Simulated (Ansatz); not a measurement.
Relaxed candidate structures of TiP:

A. Pm-3m (No. 221), cP2, CsCl type; a = b = c = 3.0378 Å, α = β = γ = 90.00°; P 1b (0.500, 0.500, 0.500); Ti 1a (0.000, 0.000, 0.000)

B. P6₃/mmc (No. 194), hP8; a = 3.455 Å, b = 3.455 Å, c = 11.605 Å, α = 90.00°, β = 90.00°, γ = 120.00°; Ti 4f (0.333, 0.667, 0.116); P 2d (0.667, 0.333, 0.250); P 2a (0.000, 0.000, 0.000)

Order them by energy per atom (lowest first) at the level PBEsol (plane waves to 420 eV, PAW, scalar-relativistic; Ansatz, a first-principles code).

B (reference, the lowest of the structures calculated here), A (+0.45 eV/atom)

Each run could gain symmetry but not lose that of its start, so entries can be saddle points. From databases, or of a type measured for this composition: P6₃/mmc, hP8; the others are generated cells (placed on structure types, drawn at random, substituted or restacked) that were not matched to a known phase here. Static energies at zero pressure. No spin polarisation in the result.
